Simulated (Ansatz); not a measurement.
SiSn (CsCl type, Pm-3m) at seven volumes, DFT-PBE in the program Ansatz with PAW potentials, scaled uniformly. One row is withheld.

| V (Å³/atom) | P (GPa) |
|---|---|
| 19.444 | 7.35 |
| 20.085 | ? |
| 20.726 | 1.98 |
| 21.367 | -0.01 |
| 22.008 | -1.69 |
| 22.649 | -3.15 |
| 23.290 | -4.43 |

Fit the shown pressures and predict the withheld one.

P = (3/2)B₀(x^(7/2) − x^(5/2))[1 + (3/4)(B′ − 4)(x − 1)] with x = (V₀/V)^(2/3). Least squares on the six rows gives V₀ = 21.363 Å³/atom, B₀ = 62.4 GPa, B′ = 4.73. At V = 20.085, x = 1.0420 and P = 4.46 GPa. The run itself gave 4.40 GPa.

A made-up cell: these elements were put on the sites of a structure type; neither database checked (COD, Materials Project) lists it. Whether it is the stable phase at ambient conditions was not checked. The PBE relaxation kept the symmetry of its start; whether a distortion lowers the energy is not shown. Spin–orbit coupling is left out wherever it is not named.

Potentials: the earlier of the program's two PAW sets.
